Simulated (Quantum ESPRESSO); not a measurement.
BeS (zinc blende, space group F-43m, No. 216) has an indirect gap of 2.92 eV with PBEsol (Quantum ESPRESSO, PseudoDojo norm-conserving, 88 Ry, scalar-relativistic). After an isotropic strain (on all lattice vectors, atoms relaxed) the gap is indirect, 2.81 eV.

Which strain was applied?
(A) +2 %
(B) -0.7 %
(C) -3 %
(D) -1.5 %
(E) +1 %

D, -1.5 %. Gaps found: -3 %: 2.69 eV (indirect); -1.5 %: 2.81 eV (indirect); -0.7 %: 2.87 eV (indirect); 0 %: 2.92 eV (indirect); 1 %: 2.98 eV (indirect); 2 %: 3.04 eV (indirect).
